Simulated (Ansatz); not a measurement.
Ta$_{2}$O$_{5}$:
```yaml
crystal:
  lattice:
    - [3.24350, 0.00000, 0.00000]
    - [0.00000, 3.75699, 0.00000]
    - [0.00000, 0.00000, 37.00000]
  atoms:
    - { symbol: O, position: [0.68016, 0.50000, 0.57453] }
    - { symbol: Ta, position: [0.21701, 0.50000, 0.54636] }
    - { symbol: Ta, position: [0.78299, 0.50000, 0.45364] }
    - { symbol: O, position: [0.11295, 0.00000, 0.54050] }
    - { symbol: O, position: [0.88705, 0.00000, 0.45950] }
    - { symbol: O, position: [0.31984, 0.50000, 0.42547] }
    - { symbol: O, position: [0.50000, 0.50000, 0.50000] }
```
Free-standing layer in the xy plane with vacuum along z and no interaction between images.

In-plane strain on the r²SCAN+D4-relaxed layer, atoms relaxed; r²SCAN+D4 (plane waves, PAW; program Ansatz). Band edges on the k-mesh, from the upper vacuum level. Strained cells keep their symmetry and size, so buckling under compression is not allowed; words on stability below refer to the unstrained layer.

```csv
strain x / y (%),ΔE (meV/atom),tension xx (N/m),tension yy (N/m),thickness (Å),VBM (eV),CBM (eV)
-4 / -4,40.4,-7.56,-12.54,5.66,-7.86,-4.54
-2 / -2,9.6,-3.04,-6.25,5.57,-7.70,-4.44
-1 / 0,0.6,-1.08,-0.15,5.53,-7.62,-4.43
0 / -1,?,?,?,?,?,?
0 / 0,0.0,0.00,0.00,5.52,-7.56,-4.38
0 / 1,1.6,0.00,2.97,5.51,-7.53,-4.41
1 / 0,?,?,?,?,?,?
2 / 2,7.8,1.14,5.40,5.49,-7.38,-4.33
4 / 4,24.7,-1.34,8.28,5.50,-7.12,-4.22
```

Problem. Complete the blanks.

Solution. 
- 1 / 0, ΔE (meV/atom): 0.5
- 1 / 0, tension xx (N/m): 0.95
- 1 / 0, tension yy (N/m): 0.00
- 1 / 0, thickness (Å): 5.50
- 1 / 0, VBM (eV): -7.50
- 1 / 0, CBM (eV): -4.33
- 0 / -1, ΔE (meV/atom): 1.6
- 0 / -1, tension xx (N/m): -0.13
- 0 / -1, tension yy (N/m): -2.84
- 0 / -1, thickness (Å): 5.53
- 0 / -1, VBM (eV): -7.58
- 0 / -1, CBM (eV): -4.36

Space group P2/m. The layer was cut from a bulk entry of the Materials Project (measured or hypothetical); whether that bulk phase is the ambient one, and whether the layer has been isolated, was not checked. The cell was relaxed with r²SCAN+D4 under the symmetry of its start; whether a distortion lowers the energy is not shown. No spin polarisation was allowed. Scalar-relativistic: spin–orbit coupling is off unless named, which matters more the heavier the elements.

Potentials: the later of the program's two PAW sets.

Edges and masses are those of Kohn–Sham bands, whose gap is no quasiparticle gap.
